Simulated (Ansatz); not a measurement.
**Compressing CrB4: a fit and a missing row**

CrB4, Immm, a = 2.829 Å, b = 4.709 Å, c = 5.463 Å. The structure is a COD entry; whether it is the stable form wasn't checked. Ansatz: PBEsol, PAW, 420 eV, Γ-centred 14×14×14 mesh on 5 atoms, Gaussian smearing 0.10 eV; no spin polarisation. Shape and atoms are relaxed at each volume; pressure is positive in compression.

```tsv
V (Å³/atom)	P (GPa)
6.840	?
7.058	9.15
7.277	0.00
7.495	-7.90
7.713	-14.72
```

Question: Take V0 = 7.277 Å³/atom, fit the third-order Birch–Murnaghan form to the other rows, and predict the missing pressure.

Answer: With the Eulerian strain f = ½[(V0/V)^(2/3) − 1] and y = P/[3f(1 + 2f)^(5/2)], the form is the line y = B0 + 1.5 B0 (B0′ − 4) f. Rows (f, y): 0.01029, 281.7; -0.00974, 284.0; -0.01902, 284.2. Means f = -0.006157, y = 283.30; Σ(Δf)² = 0.0004488, ΣΔfΔy = -0.04040; the slope is their ratio. y = 282.7 − 90.02 f GPa, so B0 = 282.7 GPa and B0′ = 4 + 2 × (-90.02)/(3 × 282.7) = 3.79. At V = 6.840, f = 0.02108, y = 280.80 and P = 19.69 GPa. The run gave 19.74 GPa, so the fit is 0.05 GPa too low, a small miss on the scale of the series. The form still works here, 33 % of the fitted range beyond its end.